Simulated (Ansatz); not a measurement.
**Band table of Be**

```
Be
1.0
     3.82175    0.00000    0.00000
     0.00000    3.82175    0.00000
     0.00000    0.00000    2.28128
Be
4
Direct
  0.29741 0.29741 0.00000
  0.70259 0.70259 0.00000
  0.20259 0.79741 0.50000
  0.79741 0.20259 0.50000
```

Atoms are numbered in the order listed.

The cell is the one relaxed in the Materials Project (mp-1008501), not relaxed further here; entries there can be hypothetical. The listed cell was then made from it by scaling, straining or moving an atom.

The calculation used DFT, PBEsol, all-electron LAPW, scalar-relativistic (Ansatz 0.2.0).

Numerical set-up: a Γ-centred 9×9×14 k mesh, Fermi–Dirac smearing of 0.05 eV, basis error target 1 meV/atom, no spin polarisation.

Path points, in fractions of the reciprocal vectors: Γ (0.000, 0.000, 0.000), X (0.000, 0.500, 0.000), M (0.500, 0.500, 0.000), Z (0.000, 0.000, 0.500), R (0.000, 0.500, 0.500), A (0.500, 0.500, 0.500). Levels in eV from the Fermi level; bands 5 to 10, counted from the lowest band of the run. The gap is zero.

```
# k(1/Å) point b5 b6 b7 b8 b9 b10
0.000 Γ -10.88 -4.86 -4.28 -1.14 -1.14 4.48
0.164 - -10.80 -5.19 -4.41 -1.16 -0.54 3.73
0.329 - -10.57 -6.14 -4.23 -1.25 0.58 2.60
0.493 - -10.19 -7.18 -3.83 -1.49 1.31 1.73
0.658 - -9.65 -8.14 -3.28 -1.98 1.32 1.39
0.822 X -8.97 -8.97 -2.63 -2.63 1.28 1.28
0.986 - -8.89 -8.89 -3.14 -3.14 1.94 1.94
1.151 - -8.66 -8.66 -4.15 -4.15 3.39 3.39
1.315 - -8.27 -8.27 -5.21 -5.21 5.12 5.12
1.480 - -7.72 -7.72 -6.19 -6.19 6.85 6.85
1.644 M -7.06 -7.06 -7.00 -7.00 7.88 7.88
1.877 - -8.42 -6.92 -6.85 -5.34 6.04 7.01
2.109 - -9.50 -6.53 -6.40 -3.42 3.70 4.66
2.342 - -10.26 -5.92 -5.69 -1.55 1.50 2.95
2.574 - -10.72 -5.23 -4.82 -0.89 -0.30 3.17
2.807 Γ -10.88 -4.86 -4.28 -1.14 -1.14 4.48
3.082 - -10.66 -4.59 -4.00 -0.98 -0.98 4.64
3.357 - -10.02 -3.78 -3.16 -0.52 -0.52 3.02
3.633 - -8.95 -2.49 -1.75 -0.13 0.12 0.12
3.908 - -7.44 -3.16 -0.40 0.21 0.72 0.72
4.184 Z -5.50 -5.50 0.98 0.98 1.92 1.92
4.348 - -5.43 -5.43 0.19 0.19 2.28 2.28
4.513 - -5.23 -5.23 -0.91 -0.91 2.59 2.59
4.677 - -4.91 -4.91 -1.92 -1.92 2.99 2.99
4.841 - -4.49 -4.49 -2.75 -2.75 3.46 3.46
5.006 R -4.20 -4.20 -3.18 -3.18 3.77 3.77
5.170 - -4.16 -4.16 -3.17 -3.17 3.51 3.51
5.335 - -4.03 -4.03 -3.14 -3.14 2.94 2.94
5.499 - -3.84 -3.84 -3.13 -3.13 2.37 2.37
5.663 - -3.64 -3.64 -3.15 -3.15 1.97 1.97
5.828 A -3.54 -3.54 -3.18 -3.18 1.83 1.83
6.060 - -3.82 -3.77 -3.08 -2.99 1.83 1.91
6.293 - -4.42 -4.39 -2.54 -2.40 1.86 2.07
6.525 - -4.99 -4.97 -1.60 -1.43 1.89 2.33
6.758 - -5.37 -5.36 -0.30 -0.12 1.91 2.59
6.990 Z -5.50 -5.50 0.98 0.98 1.92 1.92
7.311 - -7.37 -3.13 -1.19 -0.02 0.55 1.99
7.632 - -8.64 -4.09 -1.75 -0.10 0.03 2.66
7.953 - -9.33 -6.29 -2.72 -0.68 1.54 2.17
8.273 - -9.44 -7.92 -3.00 -1.72 1.39 1.46
8.594 X -8.97 -8.97 -2.63 -2.63 1.28 1.28
```
